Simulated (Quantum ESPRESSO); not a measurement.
## Si3Ge3NGa (a curve over strain)

Computed values, not a measurement. The program is pw.x of Quantum ESPRESSO 7.5 (plane-wave density functional theory). The cell is made up: 8 atoms on a zincblende/diamond lattice, with randomly drawn elements, strain and displacements, not relaxed. PseudoDojo standard norm-conserving files (v0.5 for PBE, v0.4.1 for LDA and PBEsol) set the functional; there is no spin polarisation, spin-orbit coupling or dispersion term, and the masses in the input are unused placeholders.

Seven runs add a strain to one cell (the same linear strain along x, y and z); the atoms follow the cell and are not relaxed. Stress in the table is positive in tension.

Input of the run at +0.0008:

```
&control calculation='scf', pseudo_dir='./dojo.nc.sr.pbe.v0_5.standard.upf', outdir='./o', disk_io='low', tprnfor=.true., tstress=.true. /
&system ibrav=0, nat=8, ntyp=4, nbnd=46, ecutwfc=84.00895049, nosym=.true., tot_charge=0,
 occupations='smearing', smearing='fd', degauss=0.0073498644
/
&electrons conv_thr=7.350e-09, electron_maxstep=60, /
ATOMIC_SPECIES
Ga 1.0 Ga.upf
Ge 1.0 Ge.upf
N 1.0 N.upf
Si 1.0 Si.upf
CELL_PARAMETERS angstrom
5.4724 0.0058 0.0198
0.0058 5.518 -0.0434
0.0198 -0.0434 5.4376
ATOMIC_POSITIONS angstrom
Si 0.0386 -0.0049 0.0487
Ge -0.0232 2.7016 2.6646
Ge 2.7704 -0.0569 2.7631
Ge 2.7283 2.7793 0.061
Si 1.4202 1.3291 1.3591
N 1.4216 4.1254 4.0737
Ga 4.1533 1.4054 4.1562
Si 4.1608 4.1083 1.3255
K_POINTS automatic
6 6 6 1 1 1
```

| added strain | free energy less that of the input shown (eV) | stress xx (GPa) | stress yy (GPa) | stress zz (GPa) | stress xy (GPa) | pressure (GPa) | iterations |
| --- | --- | --- | --- | --- | --- | --- | --- |
| -0.0166 | 0.0558 | -3.11 | -2.64 | -3.86 | -0.34 | 3.20 | 11 |
| -0.0063 | -0.0025 | -0.52 | -0.05 | -1.37 | -0.28 | 0.65 | 11 |
| -0.0017 | -0.0045 | 0.51 | 0.98 | -0.37 | -0.25 | -0.37 | 11 |
| +0.0008 | 0.0000 | 1.04 | 1.52 | 0.14 | -0.23 | -0.90 | 11 |
| +0.0132 | 0.0813 | 3.40 | 3.88 | 2.44 | -0.17 | -3.24 | 10 |
| +0.0175 | 0.1305 | 4.12 | 4.60 | 3.14 | -0.15 | -3.95 | 10 |
| +0.0208 | 0.1746 | 4.64 | 5.11 | 3.65 | -0.14 | -4.47 | 11 |

A cubic fit gives a slope of stress xx against the added strain of 211 GPa at zero added strain, with the atoms clamped. Across the table the free energy follows the integral of the stress to within 0.6 meV. A rerun of one of the cells at 1437 eV and a 8 x 8 x 8 mesh moved values by no more than 0.004 eV in energy, 0.03 GPa in stress and 0.012 eV/Å in force.